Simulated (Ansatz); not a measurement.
Start of a relaxation of TiTl:

```
Ti Tl
1.0
     3.13911    0.00000    0.00000
    -1.56956    2.71855    0.00000
     0.00000    0.00000    5.46560
Ti Tl
1 1
Direct
  0.33333 0.66667 0.50000
  0.00000 0.00000 0.00000
```

Theory: DFT PBE, scalar-relativistic, plane waves, PAW in Ansatz. Cutoff 420 eV, Gaussian smearing, Γ-centred meshes. Cell and atoms relax first on a coarse mesh and then on a finer one. In between, the cell is made exact in the group found at 0.06 Å. In metals the finer mesh still leaves noise of several meV/atom or more. The steps can't lower the symmetry of their start. Collinear spin is switched on along the way, since trial moments persisted in a coarse test.

A guess keeps its type if space group and coordination stay and the shape of the cell changes little (axis ratios within about 15 %, angles within 6°); the volume may change.

**Question.** Does this structure survive the relaxation?

**Answer.** It keeps its type. The symmetry stays P-6m2 (No. 187). The volume per atom shrinks by 9.3 %, from 23.3 to 21.1 Å³. The shortest distance goes from 3.14 Å (Ti–Ti and Tl–Tl) to 3.03 Å (Ti–Tl). The ratio c/a of the conventional cell changes by a factor of 0.87. Counting neighbours within 15 % of an atom's shortest distance, the start has Ti 12, Tl 12 and the end Ti 12, Tl 12.

The last run used collinear spin, a 24×24×12 mesh (in the run's order of axes) for its 2-atom cell and Gaussian smearing of 0.10 eV. These runs have no spin–orbit coupling, which can matter for Tl. Another magnetic order may lie lower. Symmetry constrained the relaxation, so the result can be a saddle point.
